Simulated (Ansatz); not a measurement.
# Run times of several calculations on SnSe

Cell: 8 atoms, space group Pnma, a = 11.420 Å, b = 4.190 Å, c = 4.460 Å, α = 90.00°, β = 90.00°, γ = 90.00°.

All runs are DFT with Ansatz 0.2.0 on 1 thread of Arm Neoverse V1 (aarch64; 8 cores open to the job, memory cap 3.0 GiB, no GPU), a shared host.

**Question.** Rank the runs by wall time, shortest first.
A. single point, PBE, 420 eV, 3×7×6 k-points, smearing 0.02 eV
B. single point at relaxed positions, PBE with spin–orbit coupling, 420 eV, 3×7×6 k-points, smearing 0.02 eV
C. relaxation of the ions, PBE, 420 eV, 3×7×6 k-points, smearing 0.02 eV
D. single point at relaxed positions, r2SCAN, 500 eV, 3×7×6 k-points, smearing 0.02 eV

**Answer.** A (47 s, 0.69 GiB), D (1.8 min, 1.1 GiB), C (2.6 min, 0.71 GiB), B (9 min, 1.7 GiB).
